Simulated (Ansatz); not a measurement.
TeW:
```cif
data_Te6W6
_chemical_formula_sum 'W6 Te6'
_space_group_name_H-M_alt 'P 1'
_space_group_IT_number 1
_cell_length_a 9.18246
_cell_length_b 9.18246
_cell_length_c 4.52484
_cell_angle_alpha 90.000
_cell_angle_beta 90.000
_cell_angle_gamma 120.000
loop_
_space_group_symop_operation_xyz
  'x, y, z'
loop_
_atom_site_label
_atom_site_type_symbol
_atom_site_fract_x
_atom_site_fract_y
_atom_site_fract_z
_atom_site_occupancy
W1 W 0.18845 0.05384 0.25000 1
Te1 Te 0.28547 0.40111 0.25000 1
W2 W 0.94616 0.13460 0.25000 1
Te2 Te 0.59889 0.88436 0.25000 1
W3 W 0.86540 0.81155 0.25000 1
Te3 Te 0.11564 0.71453 0.25000 1
W4 W 0.81155 0.94616 0.75000 1
Te4 Te 0.71453 0.59889 0.75000 1
W5 W 0.05384 0.86540 0.75000 1
Te5 Te 0.40111 0.11564 0.75000 1
W6 W 0.13460 0.18845 0.75000 1
Te6 Te 0.88436 0.28547 0.75000 1
```

Relaxed with r²SCAN+D4.

Question: Which orbitals make up the states near the Fermi level in the program Ansatz at the r²SCAN+D4 level (PAW)?

Answer: Within 0.5 eV of the Fermi level: Te 5p 50 %, W 5d 47 %. Projections are on Löwdin-orthogonalised atomic valence shells; empty p or d shells of many metals are not among them.

Question: Tabulate the density of states.

Answer: States/eV per cell of 12 atoms, in 0.25 eV bins, energy from the Fermi level.

| E (eV) | total | W 5d | Te 5p | W 6s |
|---|---|---|---|---|
| -7.85 | 0.00 | 0.00 | 0.00 | 0.00 |
| -7.60 | 0.00 | 0.00 | 0.00 | 0.00 |
| -7.35 | 0.00 | 0.00 | 0.00 | 0.00 |
| -7.10 | 0.00 | 0.00 | 0.00 | 0.00 |
| -6.85 | 0.00 | 0.00 | 0.00 | 0.00 |
| -6.60 | 0.08 | 0.00 | 0.03 | 0.02 |
| -6.35 | 0.92 | 0.07 | 0.31 | 0.28 |
| -6.10 | 3.68 | 0.43 | 0.93 | 1.27 |
| -5.85 | 2.67 | 0.61 | 0.54 | 1.08 |
| -5.60 | 5.16 | 1.87 | 1.68 | 1.29 |
| -5.35 | 10.10 | 3.85 | 3.50 | 2.02 |
| -5.10 | 8.62 | 3.07 | 3.52 | 1.35 |
| -4.85 | 7.96 | 3.27 | 3.19 | 0.96 |
| -4.60 | 8.44 | 4.24 | 3.10 | 0.60 |
| -4.35 | 9.69 | 5.40 | 3.09 | 0.59 |
| -4.10 | 7.84 | 4.32 | 2.73 | 0.34 |
| -3.85 | 7.37 | 3.09 | 3.74 | 0.20 |
| -3.60 | 9.32 | 3.69 | 5.00 | 0.17 |
| -3.35 | 12.41 | 5.10 | 6.55 | 0.22 |
| -3.10 | 11.61 | 4.56 | 6.36 | 0.12 |
| -2.85 | 9.25 | 2.81 | 5.70 | 0.21 |
| -2.60 | 7.32 | 2.54 | 4.37 | 0.07 |
| -2.35 | 8.70 | 4.75 | 3.56 | 0.11 |
| -2.10 | 9.64 | 5.26 | 4.05 | 0.06 |
| -1.85 | 19.80 | 10.51 | 8.44 | 0.21 |
| -1.60 | 12.45 | 7.50 | 4.43 | 0.12 |
| -1.35 | 12.99 | 8.39 | 4.03 | 0.14 |
| -1.10 | 15.02 | 8.39 | 5.92 | 0.19 |
| -0.85 | 15.69 | 8.82 | 6.26 | 0.14 |
| -0.60 | 11.79 | 7.50 | 3.77 | 0.07 |
| -0.35 | 6.31 | 3.19 | 2.90 | 0.03 |
| -0.10 | 5.79 | 2.61 | 3.03 | 0.02 |
| 0.15 | 4.75 | 1.98 | 2.68 | 0.02 |
| 0.40 | 0.87 | 0.51 | 0.35 | 0.00 |
| 0.65 | 0.70 | 0.48 | 0.21 | 0.00 |
| 0.90 | 0.55 | 0.41 | 0.13 | 0.00 |
| 1.15 | 0.83 | 0.64 | 0.15 | 0.01 |
| 1.40 | 4.71 | 3.65 | 0.77 | 0.07 |
| 1.65 | 3.98 | 3.27 | 0.40 | 0.05 |
| 1.90 | 8.59 | 6.76 | 0.68 | 0.36 |
| 2.15 | 8.65 | 6.84 | 0.67 | 0.37 |
| 2.40 | 14.76 | 11.82 | 1.64 | 0.30 |
| 2.65 | 12.24 | 9.41 | 1.64 | 0.25 |
| 2.90 | 8.79 | 5.52 | 1.94 | 0.37 |
| 3.15 | 15.17 | 9.50 | 3.03 | 0.89 |
| 3.40 | 15.93 | 10.31 | 3.38 | 0.60 |
| 3.65 | 6.43 | 3.59 | 1.64 | 0.35 |
| 3.90 | 5.77 | 2.97 | 1.74 | 0.24 |
| 4.15 | 10.67 | 6.52 | 2.52 | 0.31 |
| 4.40 | 12.75 | 7.24 | 3.34 | 0.56 |
| 4.65 | 7.83 | 4.30 | 1.84 | 0.51 |

Space group P6_3/m. The start of the workflow was typed in or built on a structure type; neither database checked (COD, Materials Project) lists it. Its standing as an ambient phase is unchecked. The cell was relaxed with r²SCAN+D4 under the symmetry of its start; its stability against distortions is not shown here. No spin polarisation was allowed. Scalar-relativistic: spin–orbit coupling is off unless named, which matters more the heavier the elements.

Potentials: the earlier of the program's two PAW sets.
